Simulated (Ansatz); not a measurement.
Method: DFT PBE, scalar-relativistic, plane waves, PAW in Ansatz 0.2.0. Settings: cutoff 420 eV, Γ-centred meshes spaced at most about 0.3 Å⁻¹, and about 0.25 Å⁻¹ or finer for metals (2π included), Gaussian smearing. Collinear spin in cells that started with moments and kept them past the coarse steps, no spin elsewhere.

The zero of energy is the elements' standard structures at the same level (N₂ as a molecule); no fitted shifts are applied.

A relaxed structure of AlPtC4N4 has 21.74 Å³/atom, +0.53 eV/atom against the elements, no gap on its mesh, a net moment of 0.10 μB/atom:

```cif
data_structure
_symmetry_space_group_name_H-M 'P-43m'
_symmetry_Int_Tables_number 215
_cell_length_a 6.0128
_cell_length_b 6.0128
_cell_length_c 6.0128
_cell_angle_alpha 90.000
_cell_angle_beta 90.000
_cell_angle_gamma 90.000
_cell_volume 217.39
loop_
_atom_site_label
_atom_site_type_symbol
_atom_site_symmetry_multiplicity
_atom_site_Wyckoff_symbol
_atom_site_fract_x
_atom_site_fract_y
_atom_site_fract_z
_atom_site_occupancy
Al1 Al 1 a 0.00000 0.00000 0.00000 1
Pt1 Pt 1 b 0.50000 0.50000 0.50000 1
C1 C 4 e 0.18880 0.18880 0.18880 1
N1 N 4 e 0.30091 0.30091 0.30091 1
```

Problem. Ni takes the place of Pt on the same sites, and the cell is relaxed. What changes?

Solution. AlNiC4N4 has a = 5.826 Å: 19.77 Å³/atom, +0.28 eV/atom against the elements, no gap on its mesh, a net moment of 0.10 μB/atom. The volume per atom changes by -9.1 % and the formation energy by -0.24 eV/atom (from unrounded values). Covalent radii: Pt 1.36 Å, Ni 1.24 Å; electronegativities 2.28 and 1.91. The cell follows the size of the atom. Around Al lie 4 C at 1.97 Å; Ni is surrounded by 4 N at 1.91 Å; C has 1 N at 1.17 Å and 1 Al at 1.97 Å; around N lie 1 C at 1.17 Å and 1 Ni at 1.91 Å.

```xyz
10
Lattice="5.8256 0.0000 0.0000 0.0000 5.8256 0.0000 0.0000 0.0000 5.8256" Properties=species:S:1:pos:R:3 pbc="T T T"
Al    0.0000    0.0000    0.0000
Ni    2.9128    2.9128    2.9128
C     1.1363    1.1363    1.1363
C     1.1363    4.6893    4.6893
C     4.6893    1.1363    4.6893
C     4.6893    4.6893    1.1363
N     1.8100    1.8100    1.8100
N     1.8100    4.0156    4.0156
N     4.0156    1.8100    4.0156
N     4.0156    4.0156    1.8100
```

The two cells were relaxed from separate starts that ended on the same group and sites; neither need be the stable form of its compound. Spin–orbit coupling, which can matter for Pt, is left out. The reference form of C is held partly by dispersion forces, which this level lacks. The magnetic state reached may not be the lowest. Cells relaxed within their symmetry can be saddle points. Some candidate types were left out of the draw beforehand, so a known form may be missing.
